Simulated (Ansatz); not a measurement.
WN2 in space group P6_3/mmc (No. 194; W on 2d, N on 4e) at seven volumes, plane-wave PAW HSE06 (Ansatz code), shape and atoms relaxed at each. One row is withheld.

| V (Å³/atom) | P (GPa) |
|---|---|
| 8.527 | 44.57 |
| 8.808 | 27.34 |
| 9.089 | 12.61 |
| 9.370 | 0.00 |
| 9.651 | -10.77 |
| 9.932 | ? |
| 10.213 | -27.84 |

### Question
Fit the shown pressures and predict the withheld one.

### Answer
Third-order Birch–Murnaghan: P = (3/2)B₀(x^(7/2) − x^(5/2))[1 + (3/4)(B′ − 4)(x − 1)] with x = (V₀/V)^(2/3). Least squares on the six rows gives V₀ = 9.370 Å³/atom, B₀ = 387.5 GPa, B′ = 4.21. At V = 9.932, x = 0.9619 and P = -19.97 GPa. The run itself gave -19.98 GPa.

The workflow started from a Materials Project entry (that database holds measured and hypothetical structures alike); the Crystallography Open Database copy checked does not list it. Its standing as an ambient phase is unchecked. Symmetry was held in the HSE06 relaxation; its stability against distortions is not shown here. The run is not spin-polarised. Scalar-relativistic: spin–orbit coupling is off unless named, which matters more the heavier the elements.

Potentials: the later of the program's two PAW sets.
